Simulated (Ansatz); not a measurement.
A geometry of CsPbBr₃ away from equilibrium: the start of the relaxation of a randomly generated symmetric cell of CsPbBr3 (space group No. 90). Level of theory: PBEsol (plane waves to 420 eV, PAW, scalar-relativistic; Ansatz, an electronic-structure program). Γ-centred k-mesh 3×3×4 on the run's cell (coarser than for final values), Fermi–Dirac smearing 0.05 eV.

```xyz
10
Lattice="8.1167 0.0000 0.0000 0.0000 8.1167 0.0000 0.0000 0.0000 6.9563" Properties=species:S:1:pos:R:3 pbc="T T T"
Br     5.8657     5.8657     3.4781
Br     2.2510     2.2510     3.4781
Br     6.3093     1.8074     3.4781
Br     1.8074     6.3093     3.4781
Br     0.0000     0.0000     3.4781
Br     4.0583     4.0583     3.4781
Cs     0.0000     4.0583     4.9226
Cs     4.0583     0.0000     2.0337
Pb     0.0000     0.0000     0.0000
Pb     4.0583     4.0583     0.0000
```

Question: What forces act on the atoms (eV/Å)?

Answer: 
```
atom     Fx     Fy     Fz
----  -----  -----  -----
Br1    0.12   0.12   0.00
Br2   -0.12  -0.12   0.00
Br3   -0.12   0.12   0.00
Br4    0.12  -0.12   0.00
Br5    0.00   0.00   0.00
Br6    0.00   0.00   0.00
Cs7    0.00   0.00   0.88
Cs8    0.00   0.00  -0.88
Pb9    0.00   0.00   0.00
Pb10   0.00   0.00   0.00
```

Question: What is the pressure?

Answer: +1.5 GPa, compression positive.

Question: How much energy per atom can still be gained by relaxing?

Answer: 0.44 eV/atom; the path ends in P4/mmm (No. 123).

No spin polarisation in the result.

The run could not lose the symmetry of its start: the end is stationary, and may be a saddle point rather than a minimum.

The end of the path is a generated cell of CsPbBr3: the first start was made by a random draw of sites in a space group, and the end was not matched to a known phase here, so it may be hypothetical. Known forms of CsPbBr3 include space group No. 62, 221.
